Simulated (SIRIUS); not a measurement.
A self-consistent single point of SiNi₃ (P4mm, 4 atoms in the cell; from Materials Project mp-828, changed as shown).

```yaml
crystal:
  lattice:
    - [3.44850, 0.00000, 0.00000]
    - [0.00000, 3.44850, 0.00000]
    - [0.00000, 0.00000, 3.44850]
  atoms:
    - { symbol: Si, position: [0.95650, 0.00000, 0.00000] }
    - { symbol: Ni, position: [0.00000, 0.50000, 0.50000] }
    - { symbol: Ni, position: [0.50000, 0.00000, 0.50000] }
    - { symbol: Ni, position: [0.50000, 0.50000, 0.00000] }
```

Computed with PBEsol, PseudoDojo 0.4 standard norm-conserving PBEsol (tails mended) pseudopotentials (plane waves; SIRIUS).

SIRIUS settings:

```
key                                                                                                              value
--------------------------------------  ------------------------------------------------------------------------------
parameters.ngridk                                                                                                8 8 8
parameters.xc_functionals                                                         [XC_GGA_X_PBE_SOL, XC_GGA_C_PBE_SOL]
parameters.gk_cutoff                                                                                      9.899 1/bohr
parameters.pw_cutoff                                                                                     19.799 1/bohr
parameters.smearing                                                                                        fermi_dirac
parameters.smearing_width                                                                                0.00367493 Ha
potentials                              PseudoDojo 0.4 standard norm-conserving PBEsol (tails mended) pseudopotentials
parameters.electronic_structure_method                                                                 pseudopotential
parameters.num_bands                                                                                                35
parameters.num_mag_dims                                                                                              0
parameters.num_dft_iter                                                                                            100
parameters.energy_tol                                                                                         1e-07 Ha
parameters.density_tol                                                                                           1e-06
mixer.type                                                                                                    anderson
mixer.beta                                                                                                         0.7
mixer.use_hartree                                                                                                false
```

Results:

- Number of valence electrons = 58
- Number of bands = 35
- Number of k-points after the program's reduction = 75
- Number of plane waves (most at a k-point) = 4632
- Number of SCF iterations = 18
- FFT grid = 45 × 45 × 45
- Free energy E − TS = -13803.2744 eV
- Fermi level (on the code's own zero) = 18.82 eV
- Pressure = 4.03 GPa
- Largest force (vector length) = 1.013 eV/Å

Forces (eV/Å):
```json
[
 {"atom": "Si1", "Fx": "1.013", "Fy": "0.000", "Fz": "0.000"},
 {"atom": "Ni2", "Fx": "0.072", "Fy": "0.000", "Fz": "0.000"},
 {"atom": "Ni3", "Fx": "-0.542", "Fy": "0.000", "Fz": "0.000"},
 {"atom": "Ni4", "Fx": "-0.542", "Fy": "0.000", "Fz": "0.000"}
]
```

Stress (GPa, positive for compression):
```
4.35  0.00  0.00
0.00  3.87  0.00
0.00  0.00  3.87
```

For comparison: a first run was changed to give this one (atom 1 moved by -0.15 angstrom along x), and from it to this one the free energy rises by 18.6 meV/atom, the pressure goes from 2.69 to 4.03 GPa and the largest force goes from 0.000 to 1.013 eV/Å.

The run has no spin polarisation, so moments on Ni cannot form. Forces above 1 eV/Å remain at this geometry. The structure comes from a collection of computed structures, made at another level of theory; the collection holds predicted forms beside known ones. Its lattice was then scaled.

Cost on one core: very roughly 2.6 core-minutes.

“Tails mended”: in these copies of the files the far tail of each local potential was reset to the Coulomb form.
